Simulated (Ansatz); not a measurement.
All cells below were computed with r2SCAN (plane-wave PAW, Ansatz 0.2.0, no spin polarisation, atoms fixed as given).

**Question.** Rank them by the largest positive Bader charge, smallest first.
A.
H4BrN (500 eV, 6×6×6 mesh on the cell that ran, as a rule the primitive one, fermi-dirac 0.1 eV)
Space group P-43m (No. 215). a = 4.014 Å, b = 4.014 Å, c = 4.014 Å, α = 90.00°, β = 90.00°, γ = 90.00°
```
atom  site  symmetry       x       y       z
   N    1a      -43m  0.0000  0.0000  0.0000
  Br    1b      -43m  0.5000  0.5000  0.5000
   H    4e       .3m  0.1480  0.1480  0.1480
```
B.
Sr2Cu3S2O2 (500 eV, 9×9×9 mesh on the cell that ran, as a rule the primitive one, fermi-dirac 0.1 eV)
```
Sr Cu S O
1.0
     0.00000    3.95498    0.00000
     3.95498    0.00000    0.00000
     1.97749    1.97749   -9.19003
Sr Cu S O
2 3 2 2
Direct
  0.59210 0.59210 0.81580
  0.40790 0.40790 0.18420
  0.00000 0.00000 0.00000
  0.25000 0.75000 0.50000
  0.75000 0.25000 0.50000
  0.17100 0.17100 0.65800
  0.82900 0.82900 0.34200
  0.00000 0.50000 0.00000
  0.50000 0.00000 0.00000
```
C.
YCuP2 (500 eV, 7×7×3 mesh on the cell that ran, as a rule the primitive one, cold 0.0269 eV)
```
P Cu Y
1.0
     2.66138    2.69011    0.00000
     2.66138   -2.69011    0.00000
     0.00000    0.00000   -9.75377
P Cu Y
4 2 2
Direct
  0.25000 0.25000 0.00000
  0.75000 0.75000 0.00000
  0.25000 0.75000 0.34140
  0.75000 0.25000 0.65860
  0.25000 0.25000 0.50000
  0.75000 0.75000 0.50000
  0.25000 0.75000 0.76584
  0.75000 0.25000 0.23416
```

**Answer.** A (+0.48 e), B (+1.55 e), C (+1.80 e).

Origins: Sr2Cu3S2O2, a database entry at a rescaled volume; H4BrN, a database entry at a rescaled volume; YCuP2, a database entry at a rescaled volume. Caveats for one or more cells: odd electron count without spin polarisation, so a magnetic state may lie lower.
